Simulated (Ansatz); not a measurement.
**TePt: computed property card**

TePt:
```yaml
crystal:
  lattice:
    - [4.22235, 0.00000, 0.00000]
    - [-2.11118, 3.65666, 0.00000]
    - [0.00000, 0.00000, 5.54104]
  atoms:
    - { symbol: Te, position: [0.66667, 0.33333, 0.75000] }
    - { symbol: Te, position: [0.33333, 0.66667, 0.25000] }
    - { symbol: Pt, position: [0.00000, 0.00000, 0.50000] }
    - { symbol: Pt, position: [0.00000, 0.00000, 0.00000] }
```

Space group P6_3/mmc (No. 194), NiAs type; conventional cell a = b = 4.222 Å, c = 5.541 Å, α = β = 90.00°, γ = 120.00°.

Method: PBEsol in the plane-wave PAW code Ansatz. The cell and atoms are relaxed at this level. Other levels are named where they apply.

Cell and energy:

```json
{
  "volume_per_atom": "21.39 Å³",
  "density": "12.53 g/cm³",
  "Formation energy from the elements (no fitted shifts)": "-0.21 eV/atom"
}
```

Electronic structure:

```json
{
 "electronic_character": "metallic (no gap)",
 "Density of states at the Fermi level": "0.58 states/eV per atom (mean over ±0.08 eV)",
 "Gap with spin–orbit coupling": "none (metallic)"
}
```

Mechanics:

```json
{
 "Bulk modulus (Birch–Murnaghan fit)": "137 GPa",
 "Pressure derivative B′": "5.0",
 "Elastic constants (relaxed ions, GPa)": "C11 = 167, C12 = 134, C13 = 102, C33 = 229, C44 = 14.1",
 "mechanical_stability": "stable (all eigenvalues of C positive)",
 "hill_bulk_and_shear_moduli": "137 and 20.8 GPa",
 "Young's modulus": "59.4 GPa",
 "Poisson's ratio": "0.43",
 "debye_temperature_from_the_elastic_constants": "157 K"
}
```

Phonons:

```json
{
 "highest_zone_centre_frequency": "159 cm⁻¹",
 "zone_centre_stability": "no imaginary mode at Γ"
}
```

The workflow started from a Materials Project entry (that database holds measured and hypothetical structures alike); the Crystallography Open Database files this formula in space group No. 194, but the cells were not matched. Its standing as an ambient phase is unchecked. The cell was relaxed with PBEsol under the symmetry of its start. No spin polarisation was allowed. As this level gives no gap, shear constants depend on the k-mesh and smearing (Fermi–Dirac, 0.1 eV here). As this level gives no gap, phonon frequencies hold no LO–TO term and depend on the k-mesh and smearing (Fermi–Dirac, 0.1 eV here). The references are the lowest solids computed at this level, not always the standard phases. Spin–orbit coupling is left out wherever it is not named.

Potentials: the later of the program's two PAW sets.
